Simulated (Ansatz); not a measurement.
As: frozen-core PAW against all-electron methods

```xyz
4
Lattice="1.8259 -5.6934 0.0000 1.8259 5.6934 0.0000 0.0000 0.0000 4.7399" Properties=species:S:1:pos:R:3 pbc="T T T"
As    1.8259    4.5028    0.3486
As    1.8259   -4.5028    4.3913
As    1.8259    1.1906    2.7185
As    1.8259   -1.1906    2.0213
```

Atoms are numbered in the order listed.

Structure from Materials Project entry mp-158 (possibly hypothetical), not relaxed further.

All numbers are computed: DFT, PBEsol, PAW with Ansatz's default frozen-core files, scalar-relativistic (Ansatz 0.2.0); DFT, PBEsol, all-electron PAW with datasets made for the crystal, scalar-relativistic (Ansatz 0.2.0); DFT, PBEsol, all-electron LAPW, scalar-relativistic (Ansatz 0.2.0).

For PAW: a Γ-centred 11×11×8 k mesh, Fermi–Dirac smearing of 0.08 eV, cutoff 420 eV, no spin polarisation; the PAW files were made with PBE, and the program remakes their frozen cores for this functional. The crystal-made all-electron datasets (AE datasets) take a cutoff of 180 eV at this cell. LAPW targets a basis error of 1 meV/atom. The Ansatz runs share mesh, smearing and spin set-up. Plane-wave (PAW) pressures include the program's estimate of the Pulay term.

Stress and pressure are positive in compression.

Levels count from the Fermi level.

```json
{"quantity": "pressure (GPa)", "PAW": "-1.17", "AE datasets": "-1.17", "LAPW": "-1.16"}
{"quantity": "stress xx (GPa)", "PAW": "-1.22", "AE datasets": "-1.20", "LAPW": "-1.20"}
{"quantity": "stress yy (GPa)", "PAW": "-1.00", "AE datasets": "-1.01", "LAPW": "-1.01"}
{"quantity": "stress zz (GPa)", "PAW": "-1.29", "AE datasets": "-1.29", "LAPW": "-1.29"}
{"quantity": "force on As1, z (eV/Å)", "PAW": "-0.152", "AE datasets": "-0.150", "LAPW": "-0.150"}
{"quantity": "highest filled level at Σ0 (eV)", "PAW": "-2.066", "AE datasets": "-2.068", "LAPW": "-2.068"}
{"quantity": "lowest empty level at Σ0 (eV)", "PAW": "0.380", "AE datasets": "0.383", "LAPW": "0.383"}
{"quantity": "highest filled level at Γ (eV)", "PAW": "-1.051", "AE datasets": "-1.053", "LAPW": "-1.053"}
{"quantity": "lowest empty level at Γ (eV)", "PAW": "1.345", "AE datasets": "1.347", "LAPW": "1.347"}
```

PAW's pressure differs from the LAPW value by about 0.01 GPa or less.
